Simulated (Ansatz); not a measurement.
Relaxed Sn (beta-Sn type, space group I4_1/amd):

```xyz
2
Lattice="-2.9735 2.9735 1.6061 2.9735 -2.9735 1.6061 2.9735 2.9735 -1.6061" Properties=species:S:1:pos:R:3 pbc="T T T"
Sn     0.0000     2.9735     0.8030
Sn     0.0000     0.0000     0.0000
```

In each cell atom 2 (Sn, nearest neighbour Sn at 3.080 Å; its periodic images, 3.2 Å or more away, move with it) moves by s·(-0.965, 0.000, -0.261) (towards the nearest neighbour), the rest being held.

These are PBE (plane waves to 420 eV, PAW, scalar-relativistic; Ansatz, an electronic-structure program) values and carry that method's errors. k mesh 13×13×13 (Γ-centred), Fermi-Dirac smearing 0.05 eV. Energies are smeared free energies. With partly filled bands, energies and forces of such displacements shift with the k mesh and the smearing. Sn was relaxed with its symmetry unable to fall. The PAW data are Ansatz's earlier set. ΔE is measured from the undisplaced structure. The last digit holds for this mesh only.

```csv
s (Å),ΔE (meV/cell)
-0.620,661.5
-0.496,388.1
-0.372,withheld
-0.248,87.9
-0.124,22.3
0.000,0.0
0.124,24.7
0.248,108.3
0.372,276.3
0.496,572.1
0.620,1056.8
```

Fit a polynomial form (powers 2, 3, 4) to the given rows and predict ΔE at s = -0.372.

Least squares on the 10 given rows: ΔE = (1437)·s² + (811.7)·s³ + (2076)·s⁴, in meV/cell with s in Å; root-mean-square residual 4.14 meV/cell. At -0.372 the fit gives 196.8 meV/cell; the calculation gives 203.7 meV/cell, so the interpolation is off by -6.9 (-3.4 %). The quadratic term alone would give 198.9 meV/cell.

(A displaced cell: forces are minus the slopes of the energy, force constants its curvatures, and phonons follow from these.)
